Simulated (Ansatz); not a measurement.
Ga2BiAs:
```cif
data_As3Bi3Ga6
_chemical_formula_sum 'Ga6 Bi3 As3'
_space_group_name_H-M_alt 'R3m :H'
_space_group_IT_number 160
_space_group_name_Hall 'R 3 -2"'
_cell_length_a 4.18944
_cell_length_b 4.18944
_cell_length_c 20.69976
_cell_angle_alpha 90.000
_cell_angle_beta 90.000
_cell_angle_gamma 120.000
loop_
_atom_site_label
_atom_site_type_symbol
_atom_site_symmetry_multiplicity
_atom_site_Wyckoff_symbol
_atom_site_fract_x
_atom_site_fract_y
_atom_site_fract_z
_atom_site_occupancy
Ga1 Ga 3 a 0.00000 0.00000 0.11708 1
Ga2 Ga 3 a 0.00000 0.00000 0.63196 1
Bi1 Bi 3 a 0.00000 0.00000 0.50107 1
As1 As 3 a 0.00000 0.00000 0.99988 1
```
(The calculation used a cell of 4 atoms; values per cell refer to that cell.)

Relaxed at zero pressure with DFT-LDA in the program Ansatz with PAW potentials.

The volume is lowered by 9 % and shape and atoms relax at that volume. What pressure results, and how do the axes share the change?

6.5 GPa; a -3.2 %, b -3.2 %, c -2.9 %; the energy rises by 44 meV/atom.

Give the new structure.


Space group R3m, hexagonal axes (No. 160); a = b = 4.0567 Å, c = 20.0896 Å, α = β = 90.00°, γ = 120.00°

```csv
atom,site,symmetry,x,y,z
Ga,3a,3m,0.0000,0.0000,0.8833
Ga,3a,3m,0.0000,0.0000,0.3678
Bi,3a,3m,0.0000,0.0000,0.4982
As,3a,3m,0.0000,0.0000,0.0008
```

The phase is kept; no other phase was compared at this pressure.

The workflow started from a Materials Project entry (that database holds measured and hypothetical structures alike); the Crystallography Open Database copy checked does not list it. Its standing as an ambient phase is unchecked. The LDA relaxation kept the symmetry of its start; of distortions, only those at the zone centre were tested. Scalar-relativistic: spin–orbit coupling is off unless named, which matters more the heavier the elements.

Potentials: the later of the program's two PAW sets.
